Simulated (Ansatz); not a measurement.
Values for one crystal, relaxed and computed with the program Ansatz at the r²SCAN level (PAW); other levels are named.

```yaml
volume_per_atom: 5.89 Å³
band_gap: 4.53 eV (indirect)
valence_band_maximum: at Γ
mechanical_stability: stable (all eigenvalues of C positive)
hill_bulk_and_shear_moduli: 417 and 476 GPa
Elastic constants (relaxed ions, GPa): C11 = 923, C22 = 1130, C33 = 1090, C12 = 52.3, C13 = 171, C23 = 82.5, C44 = 552, C55 = 482, C66 = 415
Young's modulus: 1030 GPa
```

Problem. Pick the material that matches.
(A) Te, trigonal Se type
(B) S, P2/c (Pearson symbol mP32)
(C) P, black phosphorus
(D) C, Pnma (C on 4c, C on 4c, C on 4c, C on 4c)

Solution. D, C, Pnma (C on 4c, C on 4c, C on 4c, C on 4c)

The start of the workflow was typed in or built on a structure type; neither database checked (COD, Materials Project) lists it. It is not the phase usual at ambient conditions (space group No. 194, 227). Symmetry was held in the r²SCAN relaxation; its stability against distortions is not shown here.

Potentials: the earlier of the program's two PAW sets.
